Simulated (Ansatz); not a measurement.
C in space group P6_3/mmc (No. 194; C on 12j, C on 12j) at seven volumes, the program Ansatz at the PBE+D3(BJ) level (PAW), shape and atoms relaxed at each. One row is withheld.

```
V (Å³/atom)  P (GPa)
-----------  -------
10.435          3.27
10.779          1.83
11.123             ?
11.467          0.02
11.811         -0.50
12.155         -0.85
12.499         -1.08
```

**Question.** Fit the shown pressures and predict the withheld one.

**Answer.** P = (3/2)B₀(x^(7/2) − x^(5/2))[1 + (3/4)(B′ − 4)(x − 1)] with x = (V₀/V)^(2/3). Least squares on the six rows gives V₀ = 11.480 Å³/atom, B₀ = 21.0 GPa, B′ = 11.01. At V = 11.123, x = 1.0213 and P = 0.79 GPa. The run itself gave 0.81 GPa.

The start of the workflow was typed in or built on a structure type. Its sites differ from those of the usual phase in this space group: another stacking or structure type. The cell was relaxed with PBE+D3(BJ) under the symmetry of its start; whether a distortion lowers the energy is not shown.

Potentials: the later of the program's two PAW sets.
